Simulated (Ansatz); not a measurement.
# Property card of a Ru sheet

The cell was found from a structure generator's guess, not taken from experiment.

Level of theory: DFT PBE, scalar-relativistic, plane waves, PAW (Ansatz). Settings: cutoff 420 eV, Γ-centred mesh 22×22×1 on the computed 2-atom cell, Gaussian smearing of 0.10 eV; no spin polarisation.

This is a two-dimensional sheet: the third axis spans vacuum and isn't periodic.

```
CELL_PARAMETERS angstrom
2.64810 0.00000 0.00000
-1.32405 3.52805 0.00000
0.00000 0.00000 26.24346
ATOMIC_POSITIONS crystal
Ru 0.63100 0.26200 0.26260
Ru 0.36900 0.73800 0.30897
```

Energies count from the standard state of Ru at the same level.

```
Layer group                                       : c2/m11 (No. 18)
In-plane cell                                     : a = 2.648 Å, b = 3.768 Å, γ = 110.6°
Area per atom                                     : 4.67 Å²
Thickness between the outermost nuclei            : 1.22 Å
Energy over the standard state                    : +1.69 eV/atom
Band gap over mesh and path                       : none (metal or semimetal)
Density of states at the Fermi level              : 2.7 states/eV per cell
Löwdin character within 0.5 eV of the Fermi level : Ru 4d 86 %, Ru 5s 10 %
Bader charges (e)                                 : Ru1 0.00, Ru2 0.00
```

Levels along Γ–C, in eV from the Fermi level, sorted by energy at each point. Points in fractions of the primitive reciprocal vectors: Γ (0.000 0.000 0.000), C (-0.570 0.285 0.000).
| point | k (1/Å, with 2π) | band 13 | band 14 | band 15 | band 16 | band 17 | band 18 | band 19 |
| --- | --- | --- | --- | --- | --- | --- | --- | --- |
| Γ | 0.000 | -2.28 | -1.98 | -1.80 | -0.36 | -0.22 | 0.17 | 1.37 |
| - | 0.193 | -2.45 | -2.18 | -1.84 | -0.36 | -0.10 | 0.21 | 1.41 |
| - | 0.387 | -2.95 | -2.47 | -1.78 | -0.44 | -0.23 | 0.60 | 1.24 |
| - | 0.580 | -3.37 | -2.18 | -1.59 | -0.42 | -0.41 | 0.94 | 1.12 |
| - | 0.773 | -3.29 | -1.61 | -1.16 | -0.17 | 0.00 | 1.08 | 1.21 |
| - | 0.967 | -3.15 | -1.54 | -0.75 | 0.46 | 0.48 | 1.28 | 1.99 |
| - | 1.160 | -2.98 | -1.62 | -0.64 | 0.46 | 0.62 | 1.77 | 3.51 |
| C | 1.353 | -2.81 | -1.69 | -0.92 | 0.22 | 0.56 | 1.91 | 4.45 |

The last run used a 22×22×1 mesh for its 2-atom cell and Gaussian smearing of 0.10 eV.
